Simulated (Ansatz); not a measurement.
MoSe:
```xyz
12
Lattice="8.7520 0.0000 0.0000 -4.3760 7.5795 0.0000 0.0000 0.0000 4.4238" Properties=species:S:1:pos:R:3 pbc="T T T"
Mo     1.5702     0.0000     1.1059
Se     1.5032     2.6036     1.1059
Mo    -0.7851     1.3599     1.1059
Se     5.7456     0.0000     1.1059
Mo     3.5909     6.2196     1.1059
Se    -2.8728     4.9758     1.1059
Mo     0.7851     1.3599     3.3178
Se    -1.5032     2.6036     3.3178
Mo     7.1818     0.0000     3.3178
Se     2.8728     4.9758     3.3178
Mo    -3.5909     6.2196     3.3178
Se     3.0064     0.0000     3.3178
```

Relaxed with PBE+D3(BJ). Special points in fractions of this cell's reciprocal vectors: Γ (0.000, 0.000, 0.000); M (0.500, 0.000, 0.000); K (0.333, 0.333, 0.000); A (0.000, 0.000, 0.500); L (0.500, 0.000, 0.500); H (0.333, 0.333, 0.500).

Question: List the band energies nearest the Fermi level at these points for plane-wave PAW PBE+D3(BJ) (Ansatz code).

Answer: In eV from the Fermi level; about four levels below and three above (degenerate sets whole), none deeper than 8.9 eV; points with the same levels are listed once.

```
k                          below                          above
-  -----------------------------  -----------------------------
Γ        -0.25 -0.25 -0.03 -0.03                 0.18 1.38 1.38
M  -0.52 -0.52 -0.43 -0.22 -0.21                 0.05 0.23 1.49
K  -0.59 -0.59 -0.52 -0.52 -0.44                 0.06 0.06 0.23
A        -0.81 -0.81 -0.81 -0.81  0.90 0.90 1.94 1.94 1.94 1.94
L        -1.01 -1.01 -0.78 -0.78            0.98 0.98 1.94 1.94
H        -0.80 -0.80 -0.80 -0.80  1.00 1.00 1.96 1.96 1.96 1.96
```

Space group P6_3/mcm. The start of the workflow was typed in or built on a structure type; neither database checked (COD, Materials Project) lists it. Whether it is the stable phase at ambient conditions was not checked. Symmetry was held in the PBE+D3(BJ) relaxation; its stability against distortions is not shown here. The workflow began spin-polarised and lost its moments. Scalar-relativistic: spin–orbit coupling is off unless named, which matters more the heavier the elements.

Potentials: the later of the program's two PAW sets.
